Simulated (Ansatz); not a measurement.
## How much do the gradients of MgMn2P2H4O10 depend on the method?

Cell: a computed structure from the Materials Project (it need not be an observed phase), atoms as given.

```
Mg Mn H P O
1.0
     5.21884    0.00000    0.00000
    -1.29990    5.40849    0.00000
    -2.38794   -2.30222    7.23621
Mg Mn H P O
1 2 4 2 10
Cartesian
  0.2429 2.9287 6.5750
  -1.5874 1.5779 3.4893
  -0.5626 2.8942 0.0956
  0.6317 0.9380 5.0288
  1.7591 2.2331 4.8122
  0.8911 2.0057 2.2111
  0.0619 0.6670 1.6920
  -0.5276 -0.9914 5.7208
  2.0392 4.1565 1.7887
  0.5175 -0.7478 6.8619
  -1.3199 3.0867 5.0642
  1.1925 3.9795 0.4829
  2.7999 -0.1157 2.6433
  -0.4360 0.2105 4.7302
  -1.9837 -1.1160 6.2350
  2.1206 2.8225 2.5946
  3.4605 4.5096 1.1616
  -0.0376 1.6340 1.9525
  1.3763 1.6207 5.4751
```

Sites (sets of like atoms) are named by element and the number of their first atom in this list.

First run. All values are calculated (Ansatz; DFT, PBE, plane waves and PAW, scalar-relativistic, collinear spin, 420 eV cutoff, Γ-centred 5×5×3 k-points, Fermi–Dirac smearing 0.02 eV), not measured. Start moments as typed (μB): 0 -5 5 0 0 0 0 0 0 0 0 0 0 0 0 0 0 0 0 by atom.

| site | atom | V_zz (10²¹ V/m²) | η | m (μB) |
| --- | --- | --- | --- | --- |
| Mg | 1 | -1.69 | 0.39 | 0.00 |
| Mn2 | 2 | 5.75 | 0.43 | -4.05 |
| Mn3 | 3 | 3.99 | 0.74 | 4.12 |
| H4 | 4 | 0.88 | 0.37 | 0.00 |
| H5 | 5 | 3.79 | 0.03 | 0.00 |
| P8 | 8 | -1.06 | 0.74 | 0.00 |
| P9 | 9 | -2.27 | 0.83 | 0.00 |
| O12 | 12 | 8.94 | 0.67 | 0.03 |
| O13 | 13 | 9.43 | 0.35 | -0.04 |
| O14 | 14 | 9.62 | 0.52 | -0.02 |
| O15 | 15 | 9.51 | 0.41 | 0.02 |
| O16 | 16 | 9.52 | 0.56 | -0.03 |
| O18 | 18 | -8.65 | 0.96 | 0.00 |
| O19 | 19 | 11.32 | 0.71 | 0.01 |

Second run. The same atoms and settings, except that a Hubbard term is added (U = 4.9 eV on Mn d).

Problem. What does the second run give?

Solution. 

```csv
site,atom,V_zz,η,change of V_zz,m (μB)
Mg,1,-1.67,0.38,+0.02,0.00
Mn2,2,5.53,0.46,-0.22,-4.16
Mn3,3,3.93,0.79,-0.06,4.21
H4,4,0.87,0.38,-0.01,0.00
H5,5,3.79,0.03,0.00,0.00
P8,8,-1.07,0.68,-0.01,0.00
P9,9,-2.34,0.82,-0.07,0.00
O12,12,9.06,0.66,+0.12,0.01
O13,13,9.55,0.34,+0.12,-0.02
O14,14,9.64,0.51,+0.02,-0.01
O15,15,9.57,0.40,+0.06,0.01
O16,16,9.54,0.56,+0.02,-0.01
O18,18,-8.99,0.95,-0.34,0.00
O19,19,11.45,0.69,+0.13,0.00
```

The largest change of V_zz is on O18, from -8.65 to -8.99. In per cent, |V_zz| changes by -1 on Mg, -4 to -2 on Mn, -1 to 0 on H, +1 to +3 on P, 0 to +4 on O (all sites that start above 0.5). The table leaves out 5 of the 19 sites, with |V_zz| up to 9.88; their tensors move by 0.15 at most along any direction. The statements above cover all sites.

The lattice is static: at room temperature water may turn and average the couplings of its hydrogen. The magnetic order is the one that the run reached from its start moments, not necessarily the measured one.
For the first run: The largest force is 0.4 eV/Å, so the atoms aren't at the calculated equilibrium and relaxing them would move these values.
